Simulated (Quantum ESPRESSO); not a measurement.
**Band energies of GaSb**

```
GaSb
1.0
    0.00000     3.02373     3.02373
    3.02373     0.00000     3.02373
    3.02373     3.02373     0.00000
Ga Sb
1 1
Direct
  0.00000   0.00000   0.00000
  0.25000   0.25000   0.25000
```

LDA (pw.x of Quantum ESPRESSO, ONCV potentials, no spin-orbit coupling); path ΓXWKΓLUWLK,UX; energies in eV from the valence-band maximum.

```
k (1/Å)  point  band 10  band 11  band 12  band 13  band 14  band 15  band 16  band 17
-------  -----  -------  -------  -------  -------  -------  -------  -------  -------
0.00         Γ   -15.12   -11.78     0.00     0.00     0.00     0.07     2.78     2.78
0.23             -15.12   -11.61    -1.86    -0.60    -0.60     1.64     2.44     3.60
0.58             -15.12   -10.72    -4.58    -1.93    -1.93     1.05     2.50     6.05
0.81             -15.12    -9.83    -6.16    -2.49    -2.49     0.77     1.60     7.79
1.04         X   -15.11    -9.22    -7.00    -2.69    -2.69     0.81     1.11     8.88
1.17             -15.12    -9.21    -6.99    -2.84    -2.79     1.11     1.39     8.32
1.56         W   -15.12    -9.17    -6.86    -3.51    -3.29     3.75     4.29     4.45
1.80             -15.12    -9.26    -6.82    -3.75    -2.54     1.77     3.92     6.18
1.93         K   -15.12    -9.29    -6.81    -3.79    -2.29     1.31     3.88     6.70
2.13             -15.12    -9.67    -6.37    -3.82    -1.78     1.72     5.31     5.61
2.43             -15.12   -10.67    -4.91    -2.76    -0.88     2.00     4.03     4.18
2.63             -15.12   -11.27    -3.46    -1.65    -0.38     1.72     3.33     3.40
2.93             -15.12   -11.75    -0.84    -0.15    -0.02     0.75     2.81     2.81
3.03         Γ   -15.12   -11.78     0.00     0.00     0.00     0.07     2.78     2.78
3.23             -15.12   -11.65    -1.81    -0.22    -0.22     1.03     3.07     3.07
3.43             -15.12   -11.27    -3.70    -0.63    -0.63     0.86     3.58     3.58
3.73             -15.12   -10.41    -5.97    -1.11    -1.11     0.45     3.79     3.79
3.93         L   -15.12   -10.08    -6.58    -1.20    -1.20     0.36     3.76     3.76
4.25             -15.12    -9.80    -6.52    -3.04    -1.68     1.70     3.90     4.90
4.56         U   -15.12    -9.29    -6.81    -3.79    -2.29     1.31     3.88     6.70
4.81             -15.12    -9.21    -6.84    -3.63    -3.02     2.83     4.02     5.25
4.93         W   -15.12    -9.17    -6.86    -3.51    -3.29     3.75     4.29     4.45
5.11             -15.12    -9.36    -6.70    -3.68    -2.73     3.11     3.76     5.14
5.39             -15.12    -9.87    -6.53    -2.75    -1.66     1.84     3.39     4.79
5.57             -15.12   -10.06    -6.57    -1.54    -1.26     0.69     3.67     3.87
5.67         L   -15.12   -10.08    -6.58    -1.20    -1.20     0.36     3.76     3.76
5.82             -15.12   -10.01    -6.55    -1.99    -1.35     1.11     3.58     4.07
6.06             -15.12    -9.66    -6.55    -3.44    -1.86     1.66     4.44     5.43
6.22             -15.12    -9.37    -6.72    -3.82    -2.17     1.41     4.43     6.18
6.30         K   -15.12    -9.29    -6.81    -3.79    -2.29     1.31     3.88     6.70
6.30         U   -15.12    -9.29    -6.81    -3.79    -2.29     1.31     3.88     6.70
6.39             -15.12    -9.23    -6.91    -3.54    -2.46     1.16     2.83     7.32
6.67         X   -15.11    -9.22    -7.00    -2.69    -2.69     0.81     1.11     8.88
```

The LDA gap is direct, 0.07 eV at Γ.

Without spin-orbit coupling, band edges of such heavy elements can be off by tenths of an eV. So small a LDA gap in heavy elements may be inverted, where one-shot corrections to single bands mislead.

Geometry relaxed with LDA.
